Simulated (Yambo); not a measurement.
Yambo run on GaN (zinc blende, space group F-43m, No. 216) under isotropic strain of -1 % on all lattice vectors. The wavefunctions come from this Quantum ESPRESSO step (PBE, PseudoDojo stringent norm-conserving files, scalar-relativistic):

```
&CONTROL
  calculation = 'nscf'
  pseudo_dir = './pseudo'
  outdir = './out'
/
&SYSTEM
  ibrav = 0
  nat = 2
  ntyp = 2
  ecutwfc = 114.0
  ecutrho = 456.0
  occupations = 'fixed'
  force_symmorphic = .true.
  nbnd = 149
/
&ELECTRONS
  conv_thr = 2e-09
  diago_full_acc = .true.
  diago_thr_init = 1e-08
/
ATOMIC_SPECIES
N 14.0070 N.upf
Ga 69.7230 Ga.upf
CELL_PARAMETERS angstrom
  0.000000000000   2.227303486559   2.227303486559
  2.227303486559   0.000000000000   2.227303486559
  2.227303486559   2.227303486559   0.000000000000
ATOMIC_POSITIONS crystal
N   0.249999929289   0.249999929289   0.249999929289
Ga   0.000000000000   0.000000000000   0.000000000000
K_POINTS automatic
6 6 6 0 0 0
```

Yambo input:

```
rim_cut
gw0
dyson
el_el_corr
HF_and_locXC
ppa
em1d
RandQpts= 1000000
RandGvec= 1 Ry
EXXRLvcs= 114 Ry
VXCRLvcs= 456 Ry
Chimod= "HARTREE"
% BndsRnXp
 5 | 146 |
%
NGsBlkXp= 18 Ry
% LongDrXp
 1.0 | 1.0 | 1.0 |
%
PPAPntXp= 27.2114 eV
% GbndRnge
 1 | 146 |
%
GTermKind= "BG"
DysSolver= "n"
ExtendOut
% QPkrange
 1 | 1 | 13 | 14 |
 4 | 4 | 13 | 14 |
 13 | 13 | 13 | 14 |
%
```

k points by index: 1 = Γ, 4 = L, 13 = X.

Resulting energies as the program prints them:

```
#    K-point    Band    Eo [eV]    E [eV]    E-Eo [eV]    Vxc [eV]    Vnlxc [eV]    Sc|Eo [eV]    Sc|E [eV]    dSc/dw|Eo [eV]    Re(Z)    Im(Z)
#
    1    13    0.000000    -0.719914    -0.719914    -19.34133    -22.83792    2.587273    2.776682    -7.158491    0.791720    -0.001112
    1    14    1.981342    2.271116    0.289774    -14.22728    -10.13150    -3.741449    -3.806008    -6.061124    0.817833    -0.956563E-3
    4    13    -1.007205    -1.831543    -0.824337    -18.17123    -22.03254    2.819046    3.036967    -7.192782    0.790931    -0.001150
    4    14    4.920092    5.385270    0.465178    -14.04365    -8.999896    -4.481398    -4.578575    -5.683586    0.827219    -0.920901E-3
    13    13    -2.814855    -3.814776    -0.999922    -16.26534    -20.66315    3.128246    3.397892    -7.336817    0.787631    -0.001749
    13    14    3.390366    3.595762    0.205395    -12.16030    -7.979029    -3.936278    -3.975872    -5.243654    0.838432    -0.904951E-3
```
(The two width columns are left out.) Convergence of these settings isn't established.

Spin-orbit coupling is not included.

Geometry strained from the cell relaxed with PBEsol, atoms relaxed again.

This is not the ordinary phase of the substance; no match was found in the copy of COD used, and its stability was not checked.
